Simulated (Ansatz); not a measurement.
A relaxed cell of PdPt₂S₆ is given with its symmetry left out. The cell was found from a structure generator's guess, not taken from experiment.

Computed with Ansatz, DFT PBE, scalar-relativistic, plane waves, PAW. Cutoff 420 eV, Γ-centred mesh, Gaussian smearing, no spin polarisation.

```
Pd Pt S
1.0
     3.09172    1.78500    6.45154
    -3.09172    1.78500    6.45154
     0.00000   -3.57001    6.45154
Pd Pt S
1 2 6
Direct
  0.50000 0.50000 0.50000
  0.83332 0.83332 0.83332
  0.16668 0.16668 0.16668
  0.22994 0.89735 0.56370
  0.56370 0.22994 0.89735
  0.89735 0.56370 0.22994
  0.77006 0.10265 0.43630
  0.10265 0.43630 0.77006
  0.43630 0.77006 0.10265
```

Energies over the elements count from the elements' standard structures at the same level, with no fitted energy shifts.

**Question.** What space group does it have?

**Answer.** R-3 (No. 148), with Pd and Pt ordered on cadmium iodide sites. Conventional cell: a = 6.183 Å, c = 19.355 Å. Pd has 6 S at 2.40 Å; Pt has 6 S at 2.40 Å; around S lie 2 Pt at 2.40 Å and 1 Pd at 2.40 Å.

**Question.** What is its formation energy per atom?

**Answer.** −0.310 eV/atom. Whether it is stable depends on the other phases of the system, which aren't compared here.

**Question.** Is it a metal?

**Answer.** No, the gap on the 6×6×6 mesh is 1.24 eV.

The last run used a 6×6×6 mesh for its 9-atom cell and Gaussian smearing of 0.02 eV. Weakly bound directions are ill-defined at this level, which has no dispersion term. These runs have no spin–orbit coupling, which can matter for Pt. Kohn–Sham gaps at this level usually fall short of measured ones. The reference form of S is held partly by dispersion forces, which this level lacks. Symmetry constrained the relaxation, so the result can be a saddle point.
